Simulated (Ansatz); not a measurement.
Formation energies in the Al–Sc system, lowest calculated structure of each composition. The numbers are results of r2SCAN (plane waves to 500 eV, PAW, scalar-relativistic; Ansatz, a program for electronic structure), not measurements. Element references, the lowest calculated here: Al (Fm-3m), Sc (P6₃/mmc).

```csv
phase,x(Sc),space group,E_f (eV/atom)
Al,0.000,Fm-3m,0.00
ScAl3,0.250,Pm-3m,-0.49
Sc3Al,0.750,P6₃/mmc,-0.30
Sc,1.000,P6₃/mmc,0.00
```

Problem. Construct the convex hull: which compounds lie on it, and how far above it are the others?

Solution. On the hull: Sc3Al, ScAl3. 

Hull of the energies calculated here, no anion corrections, zero temperature, no zero-point energy; an uncalculated phase could lie lower. Values are rounded to 0.01 eV/atom. Not shown to be the ambient phase of their composition (a lower form may be missing, and a cell relaxed within its start's symmetry can be a saddle point): Sc3Al (P6₃/mmc). The compounds carry no spin polarisation.
